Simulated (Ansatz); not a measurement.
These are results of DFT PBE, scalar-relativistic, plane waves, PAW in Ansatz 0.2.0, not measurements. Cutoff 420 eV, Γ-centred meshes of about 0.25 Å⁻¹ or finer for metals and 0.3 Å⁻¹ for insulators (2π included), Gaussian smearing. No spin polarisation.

These are static total energies at zero pressure.

Compare these two cells of Ge3Te2O, each relaxed at this level.

A.

Space group Imm2 (No. 44). a = 4.114 Å, b = 4.227 Å, c = 16.976 Å, α = 90.00°, β = 90.00°, γ = 90.00°
| atom | site | symmetry | x | y | z |
| --- | --- | --- | --- | --- | --- |
| Ge | 2a | mm2 | 0.0000 | 0.0000 | 0.3716 |
| Ge | 2b | mm2 | 0.5000 | 0.0000 | 0.2299 |
| Ge | 2a | mm2 | 0.5000 | 0.5000 | 0.0278 |
| Te | 2b | mm2 | 0.0000 | 0.5000 | 0.2526 |
| Te | 2a | mm2 | 0.0000 | 0.0000 | 0.0267 |
| O | 2b | mm2 | 0.5000 | 0.0000 | 0.3415 |

B.

Space group R-3m:H (No. 166). a = 4.515 Å, b = 4.515 Å, c = 29.645 Å, α = 90.00°, β = 90.00°, γ = 120.00°
```json
{"atom": "Ge", "site": "3a", "symmetry": "-3m", "x": "0.0000", "y": "0.0000", "z": "0.0000"}
{"atom": "Ge", "site": "6c", "symmetry": "3m", "x": "0.6667", "y": "0.3333", "z": "0.7719"}
{"atom": "Te", "site": "6c", "symmetry": "3m", "x": "0.0000", "y": "0.0000", "z": "0.7219"}
{"atom": "O", "site": "3b", "symmetry": "-3m", "x": "0.6667", "y": "0.3333", "z": "0.8333"}
```

Question: Which form is favoured at zero pressure, and by what margin per atom?

Answer: B is lower, by 37 meV/atom. A has space group Imm2 (No. 44), 24.6 Å³/atom and no gap on its mesh; B has space group R-3m (No. 166), 29.1 Å³/atom and no gap. Counting Ge or Te atoms around O (for each partner element, those within 1.25 times its shortest distance or 1.15 times the sum of covalent radii, where it is the nearest in units of that sum or under 1.3), A has O 3 and B has O 2. Both come from trial cells of a structure search, whose lowest cell (P2_1, 25.4 Å³/atom) lies 134 meV/atom below the lower of the two.

Weakly bound directions are ill-defined at this level, which has no dispersion term (Imm2), and this can change margins and order among such cells. Spin–orbit coupling, which can matter for Te, is left out. The zero gap of Imm2, R-3m may come from the functional, which often closes small gaps. Cells relaxed within their symmetry can be saddle points. Some structure types and database cells were kept out of the candidates from the start, so a known form may be missing.
